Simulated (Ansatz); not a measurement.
Input and command of a plane-wave DFT calculation in Ansatz:

```yaml
crystal:
  lattice:
    - [0.0, 2.03, 1.99955]
    - [2.03, 0.0, 1.99955]
    - [2.03, 2.03, 0.0]
  atoms:
    - { symbol: W, position: [0.0, 0.0, 0.0] }
basis:
  ecutwfc: 420
kpoints:
  mp_grid: { grid: [20, 20, 20] }
hamiltonian:
  xc: pbesol
scf:
  occupations: { method: gaussian, width: 0.15 }
output:
  forces: true
  stress: true
  eigenvalues: true
  write_density: true
  write_potential: true
  elf: true
  volumetric_format: npy
```

```bash
ansatz run input.yaml --threads 1 --pin off --max-ram 2560MiB --backend cpu --events-out ev --progress --plain --runs-dir out
```

Processor: Intel(R) Xeon(R) Processor @ 2.50GHz (Skylake/Cascade Lake), 1 thread, on a host shared with other jobs.

Q: Estimate time, memory and problem size.

A: About 20 s on 1 thread of Intel(R) Xeon(R) Processor @ 2.50GHz (Skylake/Cascade Lake), with other jobs on the host, peak memory 0.42 GiB. It solves 11 bands at 641 k points (the mesh reduced by symmetry) with about 331 plane waves, in 6 SCF iterations.
